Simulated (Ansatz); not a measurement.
The relaxed structure here is a generated cell of B6As: the first start was made by placing the elements on the sites of a structure type, and the end was not matched to a known phase here, so it may be hypothetical.

The start is a generated trial cell of B6As in the AFLOW prototype A6B_cP7_221_f_a (D2_1, as in CaB6). A full variable-cell relaxation at zero pressure is run with PBEsol (plane waves to 420 eV, PAW, scalar-relativistic; Ansatz, a first-principles code). First-step values are on the input's coarse k-mesh.

Ansatz input (later rounds restart from its end on a renewed k-mesh):
Ansatz 0.2 input:
```yaml
crystal:
  lattice:
    - [4.0136747, 0, 0]
    - [0, 4.0136747, 0]
    - [0, 0, 4.0136747]
  atoms:
    - { symbol: As, position: [0, 0, 0] }
    - { symbol: B, position: [0.2117, 0.5, 0.5] }
    - { symbol: B, position: [0.7883, 0.5, 0.5] }
    - { symbol: B, position: [0.5, 0.5, 0.2117] }
    - { symbol: B, position: [0.5, 0.5, 0.7883] }
    - { symbol: B, position: [0.5, 0.2117, 0.5] }
    - { symbol: B, position: [0.5, 0.7883, 0.5] }
basis: { ecutwfc: 420, ecutrho_ratio: 4, xc_grid: 2, fft_grid_basis: typed }
kpoints: { mp_grid: { grid: [6, 6, 6] } }
hamiltonian:
  xc: pbesol
  dispersion: none
  pseudopotentials: { kind: paw }
scf: { occupations: { method: fermi_dirac, width: 0.05 } }
relax: { f_tol: 0.01, max_steps: 100, cell: { stress_tol: 0.02 } }
output: { forces: true, stress: true }
```

Initial pressure: +21 GPa (positive: the cell is compressed)
Largest initial force: about 4.5 eV/Å, on B2, B3, B4, B5, B6, B7 (atoms numbered as listed)
Outcome: The space group stays Pm-3m (No. 221) (the run could not lower it); the end is AFLOW prototype A6B_cP7_221_f_a (D2_1, as in CaB6), with 7 atoms in the primitive cell
Energy released: 0.14 eV/atom
Volume change: +9.2 %, from 9.24 to 10.09 Å³/atom
Shortest distances (start → end): The closest pairs of elements (up to four, under 3.6 Å), start → end: B–B 1.64 → 1.65 Å; As–B 2.96 → 3.04 Å
Band gap at the end: zero (metallic)
Optimiser moves: 8

The end point of the relaxation:

Space group Pm-3m (No. 221); a = b = c = 4.134 Å, α = β = γ = 90.00°

```
atom  site  symmetry       x       y       z
----  ----  --------  ------  ------  ------
As      1a      m-3m  0.0000  0.0000  0.0000
B       6f      4m.m  0.1992  0.5000  0.5000
```

Final values are on a 11×11×11 k-mesh of the relaxed cell. No spin polarisation in the result. The relaxed primitive cell holds an odd number of electrons. A magnetic state may lie lower.

The run could not lose the symmetry of its start: the end is stationary, and may be a saddle point rather than a minimum.
